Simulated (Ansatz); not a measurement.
Consider the following.

Cs:
```xyz
1
Lattice="0.0000 3.7847 3.7847 3.7847 0.0000 3.7847 3.7847 3.7847 0.0000" Properties=species:S:1:pos:R:3 pbc="T T T"
Cs     0.0000     0.0000     0.0000
```

This is the PBEsol-relaxed structure.

Problem. All from PBEsol (plane waves, PAW; program Ansatz), unless another level is named. Give the Young's modulus.

Solution. 2.0 GPa.

Problem. Next, the elastic constants (relaxed ions, GPa)?

Solution. C11 = 2.4, C12 = 1.9, C44 = 1.6.

Space group Fm-3m (fcc (Cu type)). The workflow started from a Materials Project entry (that database holds measured and hypothetical structures alike); the Crystallography Open Database files this formula in space group No. 225, but the cells were not matched. It is not the phase usual at ambient conditions (space group No. 229). The cell was relaxed with PBEsol under the symmetry of its start; its stability against distortions is not shown here. As this level gives no gap, shear constants depend on the k-mesh and smearing (Fermi–Dirac, 0.1 eV here). Scalar-relativistic: spin–orbit coupling is off unless named, which matters more the heavier the elements.

Potentials: the earlier of the program's two PAW sets. The files were generated under PBE; for other functionals the program regenerates the frozen cores, and for LDA and PBEsol the local potential too.
